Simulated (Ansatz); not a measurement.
Is this La5Lu2F structure a true minimum?

The structure comes from a proposed guess, relaxed at this level; another structure or a mixture of phases may lie lower.

Computed with DFT PBE, scalar-relativistic, plane waves, PAW (Ansatz). Settings: cutoff 420 eV, Γ-centred mesh 12×12×2 on the computed 8-atom cell, Gaussian smearing of 0.10 eV; no spin polarisation.

The cell below (8 atoms, space group P-3m1 (No. 164)) is relaxed within its symmetry.

```yaml
crystal:
  lattice:
    - [3.68414, 0.00000, 0.00000]
    - [-1.84207, 3.19056, 0.00000]
    - [0.00000, 0.00000, 20.91799]
  atoms:
    - { symbol: La, position: [0.00000, 0.00000, 0.22645] }
    - { symbol: La, position: [0.66667, 0.33333, 0.91890] }
    - { symbol: La, position: [0.33333, 0.66667, 0.08110] }
    - { symbol: La, position: [0.00000, 0.00000, 0.77355] }
    - { symbol: La, position: [0.00000, 0.00000, 0.50000] }
    - { symbol: Lu, position: [0.66667, 0.33333, 0.36323] }
    - { symbol: Lu, position: [0.33333, 0.66667, 0.63677] }
    - { symbol: F, position: [0.00000, 0.00000, 0.00000] }
```

For the test it was strained at random (σ = 1.5 % a component), the atoms were moved at random (σ = 0.05 Å), and all was relaxed again on a coarse 6×6×1 mesh (in the run’s order of axes) with 0.20 eV smearing, with no symmetry imposed.

The cell is a metal run without spin; a magnetic state may lie lower.

Question: Does it come back?

Answer: It returns, within 1 meV/atom of the unmoved cell on that mesh and with the same symmetry when read at 0.1 Å (C2 at 0.01 Å, so small strains and shifts remain). No instability shows in this cell; modes of other wave vectors, which need another repeat, aren't tested.
